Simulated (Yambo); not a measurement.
Yambo run on a free-standing SnS monolayer (symmetry Pmn2_1, slab cell 15.9 Å high). The wavefunctions are norm-conserving PBE (stringent potentials; Quantum ESPRESSO, 102 Ry, no spin-orbit coupling) ones on a 4×4×1 mesh (28 occupied bands); a = 4.0821 Å, b = 4.0476 Å, c = 15.9000 Å, α = 90.00°, β = 90.00°, γ = 90.00°.

Yambo input:

```
rim_cut
gw0
dyson
el_el_corr
HF_and_locXC
ppa
em1d
rim_w
RandQpts= 1000000
RandGvec= 2 Ry
CUTGeo= "slab z"
EXXRLvcs= 102 Ry
VXCRLvcs= 408 Ry
Chimod= "HARTREE"
% BndsRnXp
 9 | 195 |
%
NGsBlkXp= 5 Ry
% LongDrXp
 1.0 | 1.0 | 0.0 |
%
RandGvecW= 630 mRy
PPAPntXp= 27.2114 eV
% GbndRnge
 1 | 195 |
%
GTermKind= "BG"
DysSolver= "n"
ExtendOut
% QPkrange
 1 | 1 | 28 | 29 |
%
```

k points by index: 1 = Γ.

Resulting energies as the program prints them:

```
#    K-point    Band    Eo [eV]    E [eV]    E-Eo [eV]    Vxc [eV]    Vnlxc [eV]    Sc|Eo [eV]    Sc|E [eV]    dSc/dw|Eo [eV]    Re(Z)    Im(Z)
#
    1    28    0.000000    -0.477917    -0.477917    -13.23051    -15.29107    1.404790    1.582645    -10.11845    0.728922    -0.004094
    1    29    1.757014    2.153562    0.396548    -8.248891    -4.894180    -2.837394    -2.958163    -8.277129    0.766741    -0.004336
```
(The two width columns are left out.) Convergence of these settings isn't established.

Geometry relaxed with PBEsol.

This is a model layer cut from the bulk structure; whether it is stable on its own was not checked.
